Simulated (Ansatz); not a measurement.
**Pd (fcc): a workflow**

**What was measured.** From “Dislocation healing during hydrogen absorption and desorption in palladium”, 2022, arxiv:2204.14071, for a bulk crystal of Pd at 293.15 K: lattice constant a 3.8902 ± 0.0006 Å.

Computed with Ansatz (plane waves, PAW, 420 eV cutoff): HSE06, scalar-relativistic, no spin polarisation, Γ-centred 10×10×10 mesh, 0.05 eV Gaussian smearing. The datasets are Ansatz's generated set soft_2.

Starting cell:

```
Pd
1.0
     0.00000    1.94500    1.94500
     1.94500    0.00000    1.94500
     1.94500    1.94500    0.00000
Pd
1
Direct
  0.00000 0.00000 0.00000
```

The steps in volume:

```csv
run,level,k-mesh,kind,V (Å³/atom),P (GPa),E − E(final) (meV/atom),gap on the mesh (eV)
1,PBE,8×8×8,fixed cell,14.72,8.4,–,metal
2,PBE,8×8×8,fixed cell,15.54,-1.6,–,metal
3,PBE,8×8×8,fixed cell,15.39,0.0,–,metal
4,HSE06,10×10×10,fixed cell,15.39,-5.2,8.2,metal
5,HSE06,10×10×10,fixed cell,14.86,0.6,0.1,metal
6,HSE06,10×10×10,fixed cell,14.90,0.0,0.0,metal
```

The volume is at zero pressure for this level.

The final structure (symmetry read at 0.01 Å). It takes space group Fm-3m (No. 225, cubic). Conventional cell: a = 3.906 Å, b = 3.906 Å, c = 3.906 Å, α = 90.00°, β = 90.00°, γ = 90.00°. Pd (site symmetry m-3m) is surrounded by 12 Pd at 2.76 Å. (Shells end 15 % past the nearest neighbour.)

At the final geometry the gap, band path included, is zero (metallic). The runs in the table took roughly 1.5 core-minutes.

**Against experiment.** Measured lattice constant a of Pd: 3.8902 Å (293.15 K; quoted in “Dislocation healing during hydrogen absorption and desorption in palladium”, 2022, arxiv:2204.14071). This calculation gives 3.906 Å (+0.4 %). The calculation is for a static lattice, without zero-point motion or thermal expansion.

Pressures of hybrids are less tightly converged. For a metal under a hybrid functional this mesh is coarse. Hybrids overstate magnetism in such metals, and spin polarisation wasn't allowed here.
